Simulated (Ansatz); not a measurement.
Ansatz 0.2.0, relaxation: YMgAg

Launch command:

```bash
ansatz run input.yaml --threads 2 --pin off --max-ram 2560MiB --backend cpu --events-out ev --progress --plain --runs-dir out
```

Input:

```yaml
crystal:
  lattice:
    - [7.65728112, 0.0, 0.0]
    - [-3.82864056, 6.63139936, 0.0]
    - [0.0, 0.0, 4.13599129]
  atoms:
    - { symbol: "Y", position: [0.595, 0.0, 0.5] }
    - { symbol: "Y", position: [0.405, 0.405, 0.5] }
    - { symbol: "Y", position: [0.0, 0.595, 0.5] }
    - { symbol: Ag, position: [0.3333, 0.6667, 0.0] }
    - { symbol: Ag, position: [0.6667, 0.3333, 0.0] }
    - { symbol: Ag, position: [0.0, 0.0, 0.5] }
    - { symbol: Mg, position: [0.25, 0.0, 0.0] }
    - { symbol: Mg, position: [0.75, 0.75, 0.0] }
    - { symbol: Mg, position: [0.0, 0.25, 0.0] }
  symmetry: { tolerance: 0.0003 }
kpoints:
  mp_grid: { grid: [5, 5, 8], shift: [0, 0, 0] }
magnetization:
  spin_polarized: false
scf:
  occupations: { method: fermi_dirac }
  lower_state_search: "off"
hamiltonian:
  pseudopotentials: { kind: paw }
  xc: lda
basis:
  ecutwfc: 420
  fft_grid_basis: typed
relax:
  max_steps: 80
  cell: { p_target: 20.0 }
output:
  forces: true
  stress: true
  eigenvalues: true
  bader: true
  populations: true
  elf: true
  write_potential: true
  volumetric_format: npy
  dos:
    e_range: [-12, 8]
    de: 0.05
    projected: { site_lists: { Ag: [Ag], Mg: [Mg], "Y": ["Y"] } }
  write_density: true
checkpoint:
  read: saved_state
```

Origin of the cell: a database entry, scaled a little.

The smearing width isn't typed, so it takes its default of 0.1 eV.

The saved state is a converged single point of the same cell.

Steps («new basis» is an SCF on plane waves selected anew at the same cell):

```json
{"step": "1", "ΔH (meV/atom)": "0.0", "max force component (eV/Å)": "0.218", "P (GPa)": "-3.88", "volume (Å³)": "210.02", "SCF iterations": "7", "step was": "accepted"}
{"step": "2", "ΔH (meV/atom)": "-384.6", "max force component (eV/Å)": "0.238", "P (GPa)": "7.02", "volume (Å³)": "181.13", "SCF iterations": "7", "step was": "accepted"}
{"step": "3", "ΔH (meV/atom)": "-460.7", "max force component (eV/Å)": "0.123", "P (GPa)": "26.93", "volume (Å³)": "155.60", "SCF iterations": "7", "step was": "accepted"}
{"step": "4", "ΔH (meV/atom)": "-477.0", "max force component (eV/Å)": "0.023", "P (GPa)": "19.11", "volume (Å³)": "163.61", "SCF iterations": "7", "step was": "accepted"}
{"step": "5", "ΔH (meV/atom)": "-477.3", "max force component (eV/Å)": "0.012", "P (GPa)": "19.95", "volume (Å³)": "162.66", "SCF iterations": "5", "step was": "accepted"}
{"step": "6", "ΔH (meV/atom)": "-477.3", "max force component (eV/Å)": "0.004", "P (GPa)": "20.01", "volume (Å³)": "162.60", "SCF iterations": "5", "step was": "accepted"}
{"step": "7", "ΔH (meV/atom)": "-477.1", "max force component (eV/Å)": "0.004", "P (GPa)": "20.00", "volume (Å³)": "162.60", "SCF iterations": "6", "step was": "new basis"}
```

The starting structure.

Space group P-62m (No. 189); the run's cell has a = 7.657 Å, b = 7.657 Å, c = 4.136 Å, α = 90.00°, β = 90.00°, γ = 120.00°. Shortest distances: Ag–Mg 2.82 Å, Ag–Y 3.10 Å, Mg–Mg 3.32 Å, Mg–Y 3.35 Å.

The relaxed structure.

Space group P-62m (No. 189); the run's cell has a = 7.031 Å, b = 7.031 Å, c = 3.798 Å, α = 90.00°, β = 90.00°, γ = 120.00°. Shortest distances: Ag–Mg 2.58 Å, Ag–Y 2.84 Å, Mg–Mg 3.02 Å, Mg–Y 3.04 Å.

```xyz
9
Lattice="7.0312 0.0000 0.0000 -3.5156 6.0892 0.0000 0.0000 0.0000 3.7978" Properties=species:S:1:pos:R:3 pbc="T T T"
Y     4.1197    0.0000    1.8989
Y     1.4558    2.5215    1.8989
Y    -2.0598    3.5677    1.8989
Ag    0.0000    4.0595    0.0000
Ag    3.5156    2.0297    0.0000
Ag    0.0000    0.0000    1.8989
Mg    1.7416    0.0000    0.0000
Mg    2.6448    4.5810    0.0000
Mg   -0.8708    1.5082    0.0000
```

```yaml
Enthalpy_lowered_by: 477.1 meV/atom
Volume_change: -22.58 %
Final_pressure: 20.00 GPa
Relaxation_steps_listed: 7
```

Caveats: the relaxation held the start's symmetry, so the end may be a saddle point.

Time: 130 s of wall time on 2 CPU thread(s) of a shared host, from a saved density.
